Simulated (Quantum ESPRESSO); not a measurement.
Inputs of pw.x and gipaw.x (a modified build of Quantum ESPRESSO, PBE) for SiO₂; the starting potential comes from an earlier run on another mesh:

```
&CONTROL
  calculation = 'scf'
  prefix = 'x'
  pseudo_dir = './pseudo'
  outdir = './out'
  tprnfor = .true.
/
&SYSTEM
  ibrav = 0
  nat = 9
  ntyp = 2
  ecutwfc = 45
  ecutrho = 180
  occupations = 'fixed'
  nbnd = 24
/
&ELECTRONS
  conv_thr = 1e-11
  startingpot = 'file'
/
ATOMIC_SPECIES
Si 28.085 Si.GGA_PBE-JTH.UPF
O 15.999 O.GGA_PBE-JTH.UPF
CELL_PARAMETERS angstrom
    4.867394460345     0.000000000000     0.000000000000
   -2.433697230173     4.215287252899     0.000000000000
    0.000000000000     0.000000000000     5.540262600000
ATOMIC_POSITIONS crystal
Si    -0.000000000000     0.468518499900     0.333333000000
Si     0.531481500100     0.531481500100    -0.000000333333
Si     0.468518499900     0.000000000000     0.666666333333
O      0.139768048500     0.729102773900     0.548742441967
O      0.270897226100     0.410665274600     0.215409108633
O      0.589334725400     0.860231951500     0.882075775300
O      0.729102773900     0.139768048500     0.451256891367
O      0.410665274600     0.270897226100     0.784590224700
O      0.860231951500     0.589334725400     0.117923558033
K_POINTS automatic
3 3 3 1 1 1
```

```
&INPUTGIPAW
  job = 'nmr'
  prefix = 'x'
  tmp_dir = './out/'
  restart_mode = 'from_scratch'
  pawproj(1) = .true.
  pawproj(2) = .true.
  use_nmr_macroscopic_shape = .false.
/
```

The cell was made here from a computed Materials Project entry: strained by +2 % along the unique axis and by -1 % across it, atoms relaxed (PBE without dispersion, pw.x of Quantum ESPRESSO, symmetry kept). The parent is SiO2 in P3₂21. Stability against distortions was not tested.

**Question.** Give the final section of the GIPAW output.

**Answer.** 
```
     Total NMR chemical shifts in ppm: ---------------------------------------
     (adopting the Simpson convention for anisotropy and asymmetry)-----------

     Atom  1  Si  pos: ( -0.234259  0.405749  0.379413)  Total sigma:         435.12
           435.5837         -0.0515          8.0285
            -0.0515        435.6430          4.6352
           -11.9476         -6.8980        434.1312

     Si      1    anisotropy:     -3.97    eta:    0.5821

     Atom  2  Si  pos: (  0.265741  0.460276 -0.000000)  Total sigma:         435.12
           435.5835          0.0514         -8.0284
             0.0515        435.6431          4.6353
            11.9476         -6.8979        434.1312

     Si      2    anisotropy:     -3.97    eta:    0.5821

     Atom  3  Si  pos: (  0.468518  0.000000  0.758826)  Total sigma:         435.12
           435.6728          0.0001         -0.0000
             0.0001        435.5539         -9.2705
            -0.0000         13.7959        434.1312

     Si      3    anisotropy:     -3.97    eta:    0.5821

     Atom  4  O   pos: ( -0.224783  0.631422  0.624601)  Total sigma:         209.34
           195.0415         20.5357         12.6238
            22.2414        222.9031         29.6814
            10.9473         29.2960        210.0799

     O       4    anisotropy:     70.24    eta:    0.1693

     Atom  5  O   pos: (  0.065565  0.355647  0.245187)  Total sigma:         209.34
           234.4607          0.5173        -32.0167
             2.2230        183.4839         -3.9082
           -30.8447         -5.1674        210.0799

     O       5    anisotropy:     70.24    eta:    0.1693

     Atom  6  O   pos: (  0.159219  0.744983  1.004014)  Total sigma:         209.34
           197.4147        -23.6115         19.3930
           -21.9059        220.5300        -25.7732
            19.8975        -24.1286        210.0799

     O       6    anisotropy:     70.24    eta:    0.1693

     Atom  7  O   pos: (  0.659219  0.121043  0.513639)  Total sigma:         209.34
           197.4147         23.6115        -19.3930
            21.9059        220.5299        -25.7732
           -19.8975        -24.1286        210.0799

     O       7    anisotropy:     70.24    eta:    0.1693

     Atom  8  O   pos: (  0.275217  0.234604  0.893052)  Total sigma:         209.34
           195.0415        -20.5357        -12.6238
           -22.2413        222.9031         29.6814
           -10.9472         29.2960        210.0799

     O       8    anisotropy:     70.24    eta:    0.1693

     Atom  9  O   pos: (  0.565565  0.510379  0.134225)  Total sigma:         209.34
           234.4607         -0.5173         32.0168
            -2.2230        183.4839         -3.9082
            30.8447         -5.1674        210.0799

     O       9    anisotropy:     70.24    eta:    0.1693
```
The printed anisotropy is 3/2 (σ_33 − σ_iso) in the program's own order; the axes are left out here. Anisotropies that symmetry doesn't fix are less certain than the isotropic values. These are absolute shieldings with no macroscopic susceptibility term; δ = σ_ref − σ needs a reference computed alike. By our sweeps, such settings leave a few ppm in absolute σ. The datasets of Si hold no d projectors, which limits absolute σ on these atoms. The structure is static (0 K, no zero-point motion).
